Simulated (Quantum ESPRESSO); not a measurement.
SrTiO$_{3}$: field gradients at the nuclei

```
SrTiO3
1.0
    3.89900     0.00000     0.00000
    0.00000     3.89900     0.00000
    0.00000     0.00000     3.89900
Sr Ti O
1 1 3
Direct
  0.50000   0.50000   0.50000
  0.00000   0.00000   0.00000
  0.50000   0.00000   0.00000
  0.00000   0.50000   0.00000
  0.00000   0.00000   0.50000
```
The cell was made here from an entry of the Crystallography Open Database (unchecked): atoms relaxed with PBE in the measured cell (PBE without dispersion, pw.x of a modified build of Quantum ESPRESSO, symmetry kept).  Stability against distortions was not tested. The run has no spin polarisation.

Principal values are ordered |Vxx| ≤ |Vyy| ≤ |Vzz|, η = (Vxx − Vyy)/Vzz, and C_Q = eQVzz/h is given by its size. Cores are frozen. Against all-electron runs on small test molecules, this scheme's |Vzz| missed by −2 to +6 % on O.

Quadrupole moments taken as inputs (sizes, barn, from the tables of PySCF and pymatgen): ⁸⁷Sr 0.305, ⁴⁷Ti 0.302, ¹⁷O 0.0256.

### Question
What do the calculations give at each independent site (field gradients by the PAW reconstruction of the field gradient on a scalar-relativistic PBE ground state (Quantum ESPRESSO, JTH datasets), 22.5 Ha, k-mesh 6×6×6 through Γ)?

### Answer
| site | site symmetry | Vzz (a.u.) | η_Q | ∣C_Q∣ (MHz) |
|---|---|---|---|---|
| Sr (atom 1) | m-3m | 0 | – | 0 (⁸⁷Sr) |
| Ti (atom 2) | m-3m | 0 | – | 0 (⁴⁷Ti) |
| O (atoms 3, 4, 5) | 4/mmm | 0.111 | 0.00 | 0.67 (¹⁷O) |
